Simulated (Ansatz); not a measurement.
# Relaxing a structure of TiC

The start is a generated trial cell of TiC in the AFLOW prototype AB_cI16_199_a_a (B_a). The cell and all atomic positions are relaxed at zero pressure with PBE (plane waves to 420 eV, PAW, scalar-relativistic; Ansatz, a first-principles code). First-step values are on the input's coarse k-mesh.

Ansatz input (later rounds restart from its end on a renewed k-mesh):
Ansatz 0.2 input:
```yaml
crystal:
  lattice:
    - [-2.7550238, 2.7550238, 2.7550238]
    - [2.7550238, -2.7550238, 2.7550238]
    - [2.7550238, 2.7550238, -2.7550238]
  atoms:
    - { symbol: C, position: [0.912, 0.912, 0.912] }
    - { symbol: C, position: [0.5, 0, 0.588] }
    - { symbol: C, position: [0, 0.588, 0.5] }
    - { symbol: C, position: [0.588, 0.5, 0] }
    - { symbol: Ti, position: [0.4306, 0.4306, 0.4306] }
    - { symbol: Ti, position: [0.5, 0, 0.0694] }
    - { symbol: Ti, position: [0, 0.0694, 0.5] }
    - { symbol: Ti, position: [0.0694, 0.5, 0] }
basis: { ecutwfc: 420, ecutrho_ratio: 4, xc_grid: 2, fft_grid_basis: typed }
kpoints: { mp_grid: { grid: [6, 6, 6] } }
hamiltonian:
  xc: pbe
  dispersion: none
  pseudopotentials: { azcp: { folder: ./paw }, kind: paw }
scf: { occupations: { method: fermi_dirac, width: 0.05 } }
relax: { f_tol: 0.01, max_steps: 100, cell: { stress_tol: 0.02 } }
output: { forces: true, stress: true }
```

- Largest initial force: about 4.3 eV/Å, on Ti5, Ti6, Ti7, Ti8 (atoms numbered as listed)
- Outcome: The space group goes from I2₁3 (No. 199) to Pm-3m (No. 221); the end is CsCl type, with 2 atoms in the primitive cell
- Energy released: 0.59 eV/atom
- Volume change: -4.7 %, from 10.46 to 9.96 Å³/atom
- Shortest distances (start → end): The closest pairs of elements (up to four, under 3.6 Å), start → end: C–Ti 2.30 → 2.35 Å; C–C 2.32 → 2.71 Å; Ti–Ti 2.40 → 2.71 Å
- Optimiser moves: 6

Relaxed structure:

```cif
data_CTi
_chemical_formula_sum 'C1 Ti1'
_space_group_name_H-M_alt 'Pm-3m'
_space_group_IT_number 221
_space_group_name_Hall '-P 4 2 3'
_cell_length_a 2.71078
_cell_length_b 2.71078
_cell_length_c 2.71078
_cell_angle_alpha 90.000
_cell_angle_beta 90.000
_cell_angle_gamma 90.000
loop_
_atom_site_label
_atom_site_type_symbol
_atom_site_symmetry_multiplicity
_atom_site_Wyckoff_symbol
_atom_site_fract_x
_atom_site_fract_y
_atom_site_fract_z
_atom_site_occupancy
C1 C 1 a 0.00000 0.00000 0.00000 1
Ti1 Ti 1 b 0.50000 0.50000 0.50000 1
```

Final values are on a 17×17×17 k-mesh of the relaxed cell. No spin polarisation in the result. A magnetic state may lie lower.

The run could not lose the symmetry of its start, so the end can be a saddle point.

The relaxed structure here is a generated cell of TiC: the first start was made by placing the elements on the sites of a structure type, and the end was not matched to a known phase here, so it may be hypothetical. Known forms of TiC include space group No. 225.
